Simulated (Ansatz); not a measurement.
# Ta: moving Ta off its site

Ta, Fm-3m, a = 4.220 Å (as given, not relaxed at this level: -5.9 GPa). This isn't the element's structure at ambient conditions. Ansatz: PBEsol, PAW, 420 eV, Γ-centred 10×10×10 mesh on 8 atoms, Gaussian smearing 0.15 eV; no spin polarisation.

```
Ta
1.0
     0.00000    4.22000    4.22000
     4.22000    0.00000    4.22000
     4.22000    4.22000    0.00000
Ta
8
Direct
  0.00000 0.00000 0.00000
  0.00000 0.00000 0.50000
  0.00000 0.50000 0.00000
  0.00000 0.50000 0.50000
  0.50000 0.00000 0.00000
  0.50000 0.00000 0.50000
  0.50000 0.50000 0.00000
  0.50000 0.50000 0.50000
```

Atom 1 (Ta) moves by x along the unit vector (-0.707, -0.707, 0.000), with its periodic images; all else is held. y is the free energy of the cell over the start, F the force along the path summed over the moved atoms. Symmetry makes y even in x.

```tsv
x (Å)	y (meV)	F (eV/Å)
-0.300	?	?
-0.100	37.3	0.75
0.000	0.0	0.00
0.050	9.3	-0.37
0.150	83.8	-1.11
0.200	148.6	-1.48
0.250	231.3	-1.83
```

Question: Fit y = c2 x² + c4 x⁴ to the energies of the other rows, give the force constant, and predict energy and force of the missing row.

Answer: Least squares on the rows shown. y = 3738.1 x² − 594.98 x⁴. The force constant is 2 c2 = 7.48 eV/Å², for the cell as given, at -5.9 GPa (for all images moving together, not for a lone atom). The force −dy/dx at the missing row is 2.18 eV/Å (computed 2.18). At x = -0.300 the fit asked for gives 331.6 meV. The run gave 331.6 meV, the same to the digits shown.

Spin–orbit coupling is left out, which can shift energies with elements as heavy as these.